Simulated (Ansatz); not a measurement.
Relaxed candidate structures of Ga$_{2}$S$_{3}$:

A. C2/m (No. 12), mS20; a = 15.483 Å, b = 3.632 Å, c = 6.979 Å, α = γ = 90.00°, β = 102.69°; Ga 4i (0.087, 0.000, 0.803); Ga 4i (0.162, 0.500, 0.314); S 4i (0.182, 0.000, 0.104); S 4i (0.172, 0.000, 0.563); S 4i (0.000, 0.500, 0.253)

B. Cc (No. 9), mS20; a = 11.1225 Å, b = 6.3929 Å, c = 7.0040 Å, α = 90.00°, β = 121.02°, γ = 90.00°; Ga 4a (0.297, 0.567, 0.381); Ga 4a (0.456, 0.097, 0.372); S 4a (0.159, 0.404, 0.495); S 4a (0.323, 0.084, 0.987); S 4a (0.003, 0.086, 0.017)

### Question
Put the candidates in order of energy per atom, lowest first, for PBEsol (plane waves to 420 eV, PAW, scalar-relativistic; Ansatz, a quantum-chemistry and plane-wave program).

### Answer
B (reference, the lowest of the structures calculated here), A (+79 meV/atom)

### Question
Give each candidate's band gap.

### Answer
No candidate is metallic. A: 0.55 eV (no spin-orbit coupling); B: 1.76 eV (no spin-orbit coupling).

Each run could gain symmetry but not lose that of its start, so entries can be saddle points. From databases, or of a type measured for this composition: Cc, mS20; the others are generated cells (placed on structure types, drawn at random, substituted or restacked) that were not matched to a known phase here. Static energies at zero pressure. Each cell has its own k-point mesh; energy differences are given only to the digits this allows. No spin polarisation in the result. Gaps of cells over 8 atoms come from the SCF mesh and high-symmetry points alone.
